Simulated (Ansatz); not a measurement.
Space group P4/nmm:1 (No. 129). a = 4.034 Å, b = 4.034 Å, c = 4.993 Å, α = 90.00°, β = 90.00°, γ = 90.00°
```tsv
atom	site	symmetry	x	y	z
Pb	2c	4mm	0.0000	0.5000	0.2378
O	2a	-4m2	0.0000	0.0000	0.0000
```

Equation of state of this PbO structure (not necessarily the ground state), with shape and atoms relaxed at each volume where symmetry leaves them free. Method: Ansatz 0.2.0, DFT PBE+D3(BJ), scalar-relativistic, plane waves, PAW.

Plane waves to 420 eV, a k mesh through Γ of 8×8×6 on the computed 4-atom cell and Gaussian smearing (0.02 eV); no spin polarisation.

```csv
V (Å³/atom),E − E(largest V) (meV/atom),P (GPa),gap on mesh (eV)
17.880,18.35,4.44,0.88
18.489,4.76,2.92,0.96
19.099,-3.70,1.69,1.05
19.708,-8.12,0.75,1.15
20.318,-9.44,0.00,1.27
20.927,-8.36,-0.60,1.39
21.537,-5.59,-0.93,1.50
22.349,0.00,-1.32,1.67
```

Q: Fit a third-order Birch–Murnaghan equation to E(V).

A: V0 = 20.33 Å³/atom, B0 = 20 GPa, B0' = 8.5.

Spin-orbit coupling is left out, which matters for the bands of heavy elements. An atom lies near a switch of its D3 coefficient C6 between reference coordination numbers, so the dispersion energy changes steeply there and can make or shift the minimum.